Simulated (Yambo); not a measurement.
Input:

```
CaHI
1.0
    3.97972     0.00000     0.00000
    0.00000     3.97972     0.00000
    0.00000     0.00000     8.59086
H Ca I
2 2 2
Direct
  0.50000   0.50000   0.00000
  0.00000   0.00000   0.00000
  0.00000   0.50000   0.13827
  0.50000   0.00000   0.86173
  0.00000   0.50000   0.67974
  0.50000   0.00000   0.32026
```

Workflow: PBEsol (Quantum ESPRESSO, PseudoDojo norm-conserving, 72 Ry, with spin-orbit coupling), then G0W0 in Yambo (4×4×1 Γ-centred k mesh, 310 bands and a 6 Ry block in the screening, 310 bands in G with the Bruneval-Gonze terminator, plasmon pole fitted at 27.2 eV).

Task: Give the PBEsol and G0W0 gaps between the band edges found on this mesh, and say where the edges lie.

Result: Edges: Γ → M. PBEsol: 3.13 eV; G0W0: 4.71 eV. The mesh misses an edge: along a dense path the PBEsol gap is 2.73 eV. Nearest settings tried, and what they do to the gap: 200 bands in G: +3 meV; 200 bands in W, 200 bands in G: +14 meV; 5 Ry block (183 vectors against 229): -43 meV; 2×2×1 mesh: -68 meV. So the settings aren't converged at that level. The k mesh is coarse. 

Geometry relaxed with PBE+D3(BJ).
